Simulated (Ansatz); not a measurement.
SrScO2F:
```cif
data_FO2ScSr
_chemical_formula_sum 'Sr1 Sc1 O2 F1'
_space_group_name_H-M_alt 'P4/mmm'
_space_group_IT_number 123
_space_group_name_Hall '-P 4 2'
_cell_length_a 4.09252
_cell_length_b 4.09252
_cell_length_c 4.02626
_cell_angle_alpha 90.000
_cell_angle_beta 90.000
_cell_angle_gamma 90.000
loop_
_atom_site_label
_atom_site_type_symbol
_atom_site_symmetry_multiplicity
_atom_site_Wyckoff_symbol
_atom_site_fract_x
_atom_site_fract_y
_atom_site_fract_z
_atom_site_occupancy
Sr1 Sr 1 d 0.50000 0.50000 0.50000 1
Sc1 Sc 1 a 0.00000 0.00000 0.00000 1
O1 O 2 f 0.00000 0.50000 0.00000 1
F1 F 1 b 0.00000 0.00000 0.50000 1
```

Relaxed with PBEsol.

Decompose the optical modes at the zone centre into irreducible representations, and say which are infrared and Raman allowed.

Point group 4/mmm: Γ_opt = 3A2u + B2u + 4Eu. Infrared: A2u, Eu. Raman: none.

Assign frequencies (DFPT, the program Ansatz at the PBEsol level (PAW); without the LO–TO term).

B2u 118i, A2u 118i, Eu 41, Eu 136, Eu 242, A2u 270, Eu 522, A2u 592 cm⁻¹.

Subscripts of B labels follow the axes of the standard setting.

The start of the workflow was typed in or built on a structure type; neither database checked (COD, Materials Project) lists it. Whether it is the stable phase at ambient conditions was not checked. The PBEsol relaxation kept the symmetry of its start. At this level the phase is dynamically unstable (imaginary phonons). No spin polarisation was allowed. The volume moved by -17 % from the start of the relaxation.

Potentials: the earlier of the program's two PAW sets. The files were generated under PBE; for other functionals the program regenerates the frozen cores, and for LDA and PBEsol the local potential too.
